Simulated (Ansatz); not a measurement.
Consider the following.

Pt3W (Cu3Au type, Pm-3m), a = 3.923 Å, b = 3.923 Å, c = 3.923 Å, α = 90.00°, β = 90.00°, γ = 90.00°.

This is the PBEsol-relaxed structure.

Question: All from plane-wave PAW PBEsol (Ansatz code), unless another level is named. Give the formation energy from the elements (no fitted shifts).

Answer: -0.057 eV/atom.

Question: Next, the density of states at the Fermi level?

Answer: 1.8 states/eV per atom (mean over ±0.08 eV).

The cell is a constructed one: a structure type filled with these elements; neither database checked (COD, Materials Project) lists it. Whether it is the stable phase at ambient conditions was not checked. Symmetry was held in the PBEsol relaxation; its stability against distortions is not shown here. The run is not spin-polarised. The references are the lowest solids computed at this level, not always the standard phases. Spin–orbit coupling is left out wherever it is not named.

Potentials: the earlier of the program's two PAW sets. The files were generated under PBE; for other functionals the program regenerates the frozen cores, and for LDA and PBEsol the local potential too.
